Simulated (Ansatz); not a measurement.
GaBi (zinc blende, F-43m), PBE (plane waves, PAW; program Ansatz), all energies at zero smearing, with the estimated change up to a 700 eV cutoff added, with one set of potentials and settings (totals compare only within such a set). Cell of 2 atoms (1 Ga, 1 Bi): -16179.562 eV.

| element | reference phase | E (eV/atom) |
|---|---|---|
| Ga | Cmce, 4 atoms in the cell | -3783.0209 |
| Bi | R-3m, 2 atoms in the cell | -12396.5536 |

Formation energy per atom, worked out: (-16179.562 − 1×(-3783.0209) − 1×(-12396.5536))/2 = 0.006 eV/atom (1 kJ per mol of atoms), at 0 K, without zero-point energy or fitted corrections.

The workflow started from a Materials Project entry (that database holds measured and hypothetical structures alike); the Crystallography Open Database copy checked does not list it. With Ga and Bi taken as one species the cell has the higher symmetry Fd-3m, so it may be an ordered model of a mixed-site phase. Its standing as an ambient phase is unchecked. The PBE relaxation kept the symmetry of its start; its stability against distortions is not shown here. The references are the lowest solids computed at this level, not always the standard phases. Spin–orbit coupling is left out wherever it is not named.

Potentials: the later of the program's two PAW sets.
